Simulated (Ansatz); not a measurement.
# Structures of Sn3Se: which is lowest?

Plane-wave DFT in Ansatz with scalar-relativistic PAW potentials, cutoff 420 eV, Γ-centred meshes chosen by cell and gap, Gaussian smearing with energies taken to zero width. Every cell was relaxed (cell and atoms) in a run of its own, within the symmetry of its start. Functional: PBE+D3(BJ).

Relaxed structures (starts from databases or built by putting these elements on another compound's sites):
A. Pm-3m, 4 atoms in the computed cell, a = 4.680 Å; sites (symmetry × multiplicity) Sn 4/mm.m × 3, Se m-3m × 1; start: database
B. Fm-3m, 4 atoms in the computed cell, a = 7.344 Å; sites (symmetry × multiplicity) Sn -43m × 8 + m-3m × 4, Se m-3m × 4; start: database

**Question.** Rank them by energy. Could pressure change the order?

**Answer.**
```tsv
structure	group	E − E(lowest) (meV/atom)	V (Å³/atom)	gap on mesh (eV)
B	Fm-3m	0.0	24.76	0.00
A	Pm-3m	29.7	25.62	0.00
```

B is lowest, 30 meV/atom under A. The lowest is also the densest of these, so pressure wouldn't bring one of the others in at first order. Other structures may lie lower than all of these, and vibrations aren't counted.

An atom lies near a switch of its D3 coefficient C6 between reference coordination numbers, so the dispersion energy changes steeply there and can make or shift the minimum.